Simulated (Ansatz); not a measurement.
Co₅Ge₇:
```
CELL_PARAMETERS angstrom
     -3.81877     3.81877     2.90347
      3.81877    -3.81877     2.90347
      3.81877     3.81877    -2.90347
ATOMIC_POSITIONS crystal
  Ge 0.27919 0.70871 0.00000
  Ge 0.27919 0.27919 0.57047
  Ge 0.70871 0.27919 0.00000
  Ge 0.70871 0.70871 0.42953
  Ge 0.07927 0.57927 0.50000
  Ge 0.57927 0.07927 0.50000
  Ge 0.10076 0.10076 0.00000
  Co 0.82062 0.57880 0.75818
  Co 0.06244 0.82062 0.24182
  Co 0.82062 0.06244 0.24182
  Co 0.57880 0.82062 0.75818
  Co 0.49639 0.49639 0.00000
```

Relaxed with PBE. Special points in fractions of this cell's reciprocal vectors: Γ (0.000, 0.000, 0.000); X (0.000, 0.000, 0.500); M (-0.500, 0.500, 0.500); Z (0.395, 0.395, -0.395); Z0 (-0.395, 0.605, 0.395); P (0.250, 0.250, 0.250); N (0.000, 0.500, 0.000).

Problem. List the band energies nearest the Fermi level at these points for PBE (plane waves, PAW; program Ansatz).

Solution. In eV from the Fermi level; about four levels below and three above (degenerate sets whole), none deeper than 8.9 eV; points with the same levels are listed once.

```csv
k,below,above
Γ,-0.49 -0.49 -0.45 -0.40,0.05 0.42 0.42
X,-0.49 -0.09 -0.04 -0.02,0.39 0.72 0.73
M,-0.96 -0.95 -0.71 -0.27,0.61 0.61 0.84
Z,-1.01 -0.95 -0.89 -0.72,0.10 0.88 0.88
P,-0.69 -0.60 -0.23 -0.23,0.51 1.12 1.12
N,-0.55 -0.41 -0.23 -0.09,0.82 1.12 1.32
```

Space group I4mm. The start of the workflow was typed in or built on a structure type; neither database checked (COD, Materials Project) lists it. Whether it is the stable phase at ambient conditions was not checked. The PBE relaxation kept the symmetry of its start; its stability against distortions is not shown here. The workflow began spin-polarised and lost its moments. Spin–orbit coupling is left out wherever it is not named.

Potentials: the earlier of the program's two PAW sets.
